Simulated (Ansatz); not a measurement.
Relax this structure to zero stress and force, keeping its symmetry:

```xyz
2
Lattice="2.4525 0.0000 0.0000 -1.2262 2.1239 0.0000 0.0000 0.0000 4.4042" Properties=species:S:1:pos:R:3 pbc="T T T"
Cr    0.0000    1.4159    1.1010
Cr    1.2262    0.7080    3.3031
```

Computed with Ansatz, DFT PBEsol, scalar-relativistic, plane waves, PAW.

Plane waves to 420 eV, a k mesh through Γ of 18×18×10 on the computed 2-atom cell and Gaussian smearing (0.10 eV); no spin polarisation.

Task: What does it relax to?

Result: The volume rises by 0.01 Å³/atom to 11.48 Å³/atom, and the energy changes by under 0.1 meV/atom. Final structure:
```cif
data_structure
_symmetry_space_group_name_H-M 'P 1'
_symmetry_Int_Tables_number 1
_cell_length_a 2.4556
_cell_length_b 2.4556
_cell_length_c 4.3980
_cell_angle_alpha 90.000
_cell_angle_beta 90.000
_cell_angle_gamma 120.000
_cell_volume 22.97
loop_
_atom_site_label
_atom_site_type_symbol
_atom_site_fract_x
_atom_site_fract_y
_atom_site_fract_z
_atom_site_occupancy
Cr1 Cr 0.33333 0.66667 0.25000 1
Cr2 Cr 0.66667 0.33333 0.75000 1
```

Spin polarisation was left out, and a magnetic state may lie lower.

This form isn't the element's structure at ambient conditions.

Cost: 1 run of about 0.36 core-minutes, on Intel Xeon Platinum 8259CL (Skylake/Cascade Lake) (shared hosts).